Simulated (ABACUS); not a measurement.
A self-consistent single point of Sn2SeS (Pmc2_1, 8 atoms in the cell; from Materials Project mp-1218960, changed as shown).

```xyz
8
Lattice="3.9577 0.0000 0.0000 0.0000 4.5587 0.0000 0.0000 0.0000 11.2598" Properties=species:S:1:pos:R:3 pbc="T T T"
Sn     0.0000     0.4804     6.9523
Sn     0.0000     4.0783     1.3224
Sn     1.9789     1.6346     4.2457
Sn     1.9789     2.9241     9.8757
Se     0.0000     3.4500     3.9719
Se     0.0000     1.1087     9.6018
S      1.9789     3.3941     7.3497
S      1.9789     1.1646     1.7198
```

Computed with LDA (PW92), numerical atomic orbitals DZP (confined pseudo-atomic orbitals with Gaussian additions; energy shift 0.003 Ry), PseudoDojo 0.4 standard norm-conserving LDA (tails mended) pseudopotentials (ABACUS).

ABACUS settings:

```
setting                                                               value
---------------  ----------------------------------------------------------
basis                  DZP numerical atomic orbitals, energy shift 0.003 Ry
KPT                                                       Gamma 4 4 2 0 0 0
basis_type                                                             lcao
dft_functional                                                        PWLDA
ecutwfc                                                              100 Ry
smearing_method                                                          fd
smearing_sigma                                                0.00367493 Ry
potentials       PseudoDojo 0.4 standard norm-conserving LDA (tails mended)
symmetry                                                                  1
ks_solver                                                           genelpa
scf_nmax                                                                100
scf_thr                                                             1.0e-07
mixing_type                                                         broyden
mixing_beta                                                             0.7
```

Results:

| Quantity | Value |
|---|---|
| Number of valence electrons | 100 |
| Number of bands | 61 |
| Number of k-points after the program's reduction | 18 |
| Size of the basis | 176 |
| Number of SCF iterations | 10 |
| Free energy E − TS | -15752.3765 eV |
| Top of the valence band (on the code's own zero) | 8.86 eV |
| Gap on the k-point mesh | 0.83 eV |
| Pressure | 1.05 GPa |
| Largest force (vector length) | 0.592 eV/Å |

Forces (eV/Å):
```csv
atom,Fx,Fy,Fz
Sn1,0.000,0.363,-0.420
Sn2,0.000,-0.363,-0.420
Sn3,0.000,-0.381,0.453
Sn4,0.000,0.381,0.453
Se5,0.000,0.367,0.282
Se6,0.000,-0.367,0.282
S7,0.000,-0.393,-0.315
S8,0.000,0.393,-0.315
```

Stress (GPa, positive for compression):
```
1.77  0.00  0.00
0.00  0.15  0.00
0.00  0.00  1.24
```

Gaps are taken between levels on the mesh.

For comparison: a first run was changed to give this one (lattice scaled by 0.98), and from it to this one the free energy falls by 7.3 meV/atom, the pressure goes from -2.35 to 1.05 GPa, the largest force goes from 0.153 to 0.592 eV/Å and the gap on the mesh goes from 1.009 to 0.835 eV.

The atom-centred basis is finite, which shifts total energies, pressures, gaps and forces against plane waves. The structure comes from a collection of computed structures, made at another level of theory; the collection holds predicted forms beside known ones.

Cost on one core: roughly 100 core-seconds.

The atomic orbitals were generated for these runs; they are not ABACUS's published sets and were checked against plane waves on a few crystals only.

“Tails mended”: in these copies of the files the far tail of each local potential was reset to the Coulomb form.
